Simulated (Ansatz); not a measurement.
Given:

TiC (rock salt, Fm-3m), a = b = c = 4.293 Å, α = β = γ = 90.00°; the cell used has 2 atoms.

This is the PBEsol-relaxed structure.

### Question
All from PBEsol in the plane-wave PAW code Ansatz, unless another level is named. Predict the Debye temperature from the elastic constants.

### Answer
941 K.

### Question
And the highest zone-centre frequency?

### Answer
542 cm⁻¹.

The cell was relaxed with PBEsol under the symmetry of its start; of distortions, only those at the zone centre were tested. The run is not spin-polarised. As this level gives no gap, shear constants depend on the k-mesh and smearing (Fermi–Dirac, 0.1 eV here). As this level gives no gap, phonon frequencies hold no LO–TO term and depend on the k-mesh and smearing (Fermi–Dirac, 0.1 eV here).

Potentials: the later of the program's two PAW sets.
